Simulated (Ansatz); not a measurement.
BP:
Space group Pnma (No. 62); a = 6.211 Å, b = 3.193 Å, c = 5.326 Å, α = 90.00°, β = 90.00°, γ = 90.00°

```csv
atom,site,symmetry,x,y,z
B,4c,.m.,0.1620,0.2500,0.3984
P,4c,.m.,0.3386,0.2500,0.1069
```

Relaxed with LDA.

**Question.** Give the optical modes at the zone centre with their infrared and Raman activity from DFPT, LDA in the plane-wave PAW code Ansatz.

**Answer.** Transverse frequencies, without the LO–TO term; a row sums one degenerate level.

```csv
ω (cm⁻¹),degeneracy,IR ((D/Å)²/amu),Raman (Å⁴/amu),activity,symmetry
119,1,0.00,10,Raman,Ag
186,1,0.00,0.96,Raman,B3g
229,1,0.00,30,Raman,B1g
237,1,0.00,0,silent,Au
357,1,0.05,0,IR,B1u
387,1,0.00,160,Raman,Ag
400,1,0.00,110,Raman,B2g
459,1,0.21,0,IR,B3u
526,1,0.00,87,Raman,B2g
570,1,1.60,0,IR,B1u
617,1,0.00,3000,Raman,Ag
641,1,4.47,0,IR,B3u
653,1,0.00,0.49,Raman,B2g
735,1,0.00,0,silent,Au
738,1,0.00,15,Raman,B1g
785,1,4.00,0,IR,B2u
791,1,0.00,410,Raman,B3g
816,1,0.01,0,silent,B3u
856,1,0.00,2.1,Raman,B2g
882,1,1.94,0,IR,B1u
928,1,0.00,1800,Raman,Ag
```

**Question.** How high does the top mode go among those that the LO–TO term moves?

**Answer.** 648 cm⁻¹ for q along x, 791 cm⁻¹ for q along y, 885 cm⁻¹ for q along z.

The start of the workflow was typed in or built on a structure type; neither database checked (COD, Materials Project) lists it. It is not the phase usual at ambient conditions (space group No. 216). The cell was relaxed with LDA under the symmetry of its start; phonons on a q-mesh show no instability. The volume moved by 22 % from the start of the relaxation. A crystal of weakly bound layers computed without a dispersion correction: the cell and the soft elastic constants depend strongly on that.

Potentials: the earlier of the program's two PAW sets.
